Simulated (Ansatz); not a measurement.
Relaxed-ion elastic tensor of TaSnO3 (cubic perovskite, Pm-3m) in GPa (Voigt order), plane-wave PAW LDA (Ansatz code); density 9.06 g/cm³, 12.75 Å³ per atom.

|  | 1 | 2 | 3 | 4 | 5 | 6 |
|---|---|---|---|---|---|---|
| 1 | 411 | 123 | 123 | 0.0 | 0.0 | 0.0 |
| 2 | 123 | 411 | 123 | 0.0 | 0.0 | 0.0 |
| 3 | 123 | 123 | 411 | 0.0 | 0.0 | 0.0 |
| 4 | 0.0 | 0.0 | 0.0 | 3.2 | 0.0 | 0.0 |
| 5 | 0.0 | 0.0 | 0.0 | 0.0 | 3.2 | 0.0 |
| 6 | 0.0 | 0.0 | 0.0 | 0.0 | 0.0 | 3.2 |

**Question.** Is the crystal mechanically stable?

**Answer.** Yes: the smallest eigenvalue of C is 3.2 GPa.

**Question.** Work out the Voigt and Reuss bounds. Is their mean of use?

**Answer.** K_V = 219, K_R = 219; G_V = 59.4, G_R = 5.2 GPa. The bounds lie so far apart that a Hill average or a Debye temperature from it would say little.

The workflow started from an entry of the Crystallography Open Database (COD). Whether it is the stable phase at ambient conditions was not checked. The LDA relaxation kept the symmetry of its start; of distortions, only those at the zone centre were tested, and some modes there are weakly imaginary. The run is not spin-polarised. As this level gives no gap, shear constants depend on the k-mesh and smearing (Fermi–Dirac, 0.1 eV here). Scalar-relativistic: spin–orbit coupling is off unless named, which matters more the heavier the elements.

Potentials: the later of the program's two PAW sets.
